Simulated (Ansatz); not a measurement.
TaS2:
```
TaS2
1.0
    3.27411     0.00000     0.00000
   -1.63706     2.83546     0.00000
    0.00000     0.00000    32.00000
S Ta
2 1
Direct
  0.66667   0.33333   0.54840
  0.66667   0.33333   0.45160
  0.00000   0.00000   0.50000
```
Free-standing layer in the xy plane with vacuum along z and no interaction between images.

Relaxed with LDA.

**Question.** Tabulate the total density of states from DFT-LDA in the program Ansatz with PAW potentials.

**Answer.** States/eV per cell of 3 atoms, means over 0.25 eV bins, energy of the bin centre from the Fermi level.

```
E (eV)  total
------  -----
-7.85    0.00
-7.60    0.00
-7.35    0.00
-7.10    0.00
-6.85    0.00
-6.60    0.00
-6.35    0.00
-6.10    0.00
-5.85    0.53
-5.60    1.43
-5.35    1.80
-5.10    2.83
-4.85    2.67
-4.60    1.29
-4.35    1.19
-4.10    2.66
-3.85    4.52
-3.60    1.88
-3.35    1.07
-3.10    1.14
-2.85    5.79
-2.60    1.96
-2.35    1.85
-2.10    1.94
-1.85    2.51
-1.60    3.41
-1.35    3.70
-1.10    2.43
-0.85    1.43
-0.60    0.00
-0.35    1.33
-0.10    2.90
0.15     1.59
0.40     1.02
0.65     0.71
0.90     0.45
1.15     0.00
1.40     0.00
1.65     0.00
1.90     0.00
2.15     0.00
2.40     0.00
2.65     0.22
2.90     1.55
3.15     2.91
3.40     5.41
3.65     3.39
3.90     2.87
4.15     2.98
4.40     3.46
4.65     2.26
```

Space group P-6m2 (1H). A layer that has been made, often on a substrate. The LDA relaxation kept the symmetry of its start; whether a distortion lowers the energy is not shown. The run is not spin-polarised. With an odd number of electrons in the cell and no spin polarisation, the count alone makes it a metal. Spin–orbit coupling is left out wherever it is not named.

Potentials: the later of the program's two PAW sets.
